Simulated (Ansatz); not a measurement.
Relaxed Al (fcc, Cu type):

```yaml
crystal:
  lattice:
    - [0.00000, 3.99072, 3.99072]
    - [1.99536, 0.00000, 1.99536]
    - [1.99536, 1.99536, 0.00000]
  atoms:
    - { symbol: Al, position: [0.00000, 0.00000, 0.00000] }
    - { symbol: Al, position: [0.50000, 0.00000, 0.00000] }
```

The atoms are displaced by Q × the pattern below (from a DFPT mode at L = (0.5, 0.0, 0.0), largest move 1; Q in Å), at fixed cell. It is one choice among 2 degenerate patterns. (q is in reciprocal vectors of the primitive cell; the cell shown is doubled to hold the pattern.)

```csv
atom,x,y,z
Al1,-0.285,0.520,-0.805
Al2,0.285,-0.520,0.805
```

Computed with r2SCAN (plane waves to 500 eV, PAW, scalar-relativistic; Ansatz, a first-principles code). k mesh 10×20×20 (Γ-centred), Fermi-Dirac smearing 0.05 eV. With partly filled bands, energies and forces of such displacements shift with the k mesh and the smearing. Al was relaxed with its symmetry unable to fall. The PAW data are Ansatz's earlier set. 

```json
[
 {"Q (Å)": "-0.180", "−dE/dQ from forces (eV/Å)": "0.857"},
 {"Q (Å)": "-0.150", "−dE/dQ from forces (eV/Å)": "0.733"},
 {"Q (Å)": "-0.120", "−dE/dQ from forces (eV/Å)": "0.599"},
 {"Q (Å)": "-0.090", "−dE/dQ from forces (eV/Å)": "0.456"},
 {"Q (Å)": "-0.060", "−dE/dQ from forces (eV/Å)": "0.307"},
 {"Q (Å)": "-0.030", "−dE/dQ from forces (eV/Å)": "0.155"},
 {"Q (Å)": "0.000", "−dE/dQ from forces (eV/Å)": "0.000"},
 {"Q (Å)": "0.030", "−dE/dQ from forces (eV/Å)": "-0.155"},
 {"Q (Å)": "0.060", "−dE/dQ from forces (eV/Å)": "-0.307"},
 {"Q (Å)": "0.090", "−dE/dQ from forces (eV/Å)": "-0.456"},
 {"Q (Å)": "0.120", "−dE/dQ from forces (eV/Å)": "-0.599"},
 {"Q (Å)": "0.150", "−dE/dQ from forces (eV/Å)": "-0.733"},
 {"Q (Å)": "0.180", "−dE/dQ from forces (eV/Å)": "-0.857"}
]
```

**Question.** What harmonic wavenumber does the curvature at Q = 0 give?

**Answer.** 161 cm⁻¹. E″ = 5.17 eV/Å², M = Σ mᵢ|uᵢ|² = 54.0 u, ν̃ = 521.5·√(|E″|/M).

(For displaced atoms, the force is minus the slope of the energy, and its curvature is a force constant, which sets phonon frequencies.)
